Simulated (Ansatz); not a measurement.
Computed properties of Ga

Ga:
```yaml
crystal:
  lattice:
    - [-1.38657, 1.38657, 2.22437]
    - [1.38657, -1.38657, 2.22437]
    - [1.38657, 1.38657, -2.22437]
  atoms:
    - { symbol: Ga, position: [0.00000, 0.00000, 0.00000] }
```

Space group I4/mmm (No. 139), body-centred tetragonal; conventional cell a = b = 2.7731 Å, c = 4.4487 Å, α = β = γ = 90.00°.

Method: the program Ansatz at the LDA level (PAW). The cell and atoms are relaxed at this level. Other levels are named where they apply.

### Cell and energy

- Volume per atom = 17.11 Å³
- Density = 6.77 g/cm³

### Electronic structure

* **Electronic character**: metallic (no gap)
* **Density of states at the Fermi level**: 0.35 states/eV per atom (mean over ±0.08 eV)

### Mechanics

- Bulk modulus (Birch–Murnaghan fit) = 64.9 GPa
- Pressure derivative B′ = 5.1
- Elastic constants (relaxed ions, GPa) = C11 = 89.2, C12 = 47.0, C13 = 60.2, C33 = 70.9, C44 = 4.1, C66 = 12.6
- Mechanical stability = stable (all eigenvalues of C positive)
- Hill bulk and shear moduli = 64.8 and 8.0 GPa
- Young's modulus = 23.1 GPa
- Poisson's ratio = 0.44
- Debye temperature from the elastic constants = 143 K

The workflow started from a Materials Project entry (that database holds measured and hypothetical structures alike); the Crystallography Open Database copy checked does not list it. It is not the phase usual at ambient conditions (space group No. 64). The LDA relaxation kept the symmetry of its start; whether a distortion lowers the energy is not shown. As this level gives no gap, shear constants depend on the k-mesh and smearing (Fermi–Dirac, 0.1 eV here). Axis ratios of metals converge slowly with the k-mesh, so a and c are less sure than the volume. Spin–orbit coupling is left out wherever it is not named.

Potentials: the earlier of the program's two PAW sets.
